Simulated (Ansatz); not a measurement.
An ordered 8-atom cell of Ga₄SbAs₃ on the wurtzite lattice, 8 atoms and 112 valence electrons in a cell of about 194 Å³, was run 6 times in Ansatz, each time on 4 threads of Intel(R) Xeon(R) Platinum 8259CL CPU @ 2.50GHz (Skylake/Cascade Lake), on a shared host.

```json
{"run": "relaxation, PBE", "k mesh": "6×6×2", "irreducible k": "14", "cutoff (eV)": "420", "plane waves": "3885", "bands": "68", "SCF iterations": "49", "wall time": "24 s", "peak host memory (GiB)": "0.77"}
{"run": "relaxation, r2SCAN", "k mesh": "6×6×2", "irreducible k": "14", "cutoff (eV)": "500", "plane waves": "5011", "bands": "68", "SCF iterations": "42", "wall time": "50 s", "peak host memory (GiB)": "1.2"}
{"run": "bands, PBE", "k mesh": "12×12×2", "irreducible k": "38", "cutoff (eV)": "420", "plane waves": "3789", "bands": "62", "SCF iterations": "9", "wall time": "22 s", "peak host memory (GiB)": "1.2"}
{"run": "single point, r2SCAN", "k mesh": "12×12×2", "irreducible k": "38", "cutoff (eV)": "500", "plane waves": "5011", "bands": "62", "SCF iterations": "9", "wall time": "24 s", "peak host memory (GiB)": "1.2"}
{"run": "single point, HSE06", "k mesh": "6×6×2", "irreducible k": "14", "cutoff (eV)": "420", "plane waves": "3789", "bands": "62", "SCF iterations": "37", "wall time": "6.1 min", "peak host memory (GiB)": "4.8"}
{"run": "single point, PBE+SOC", "k mesh": "12×12×2", "irreducible k": "38", "cutoff (eV)": "420", "plane waves": "3789", "bands": "124", "SCF iterations": "11", "wall time": "99 s", "peak host memory (GiB)": "3.1"}
```

The slowest run (single point, HSE06) took about 17 times as long as the quickest (bands, PBE).

Only the levels marked +SOC include spin-orbit coupling.
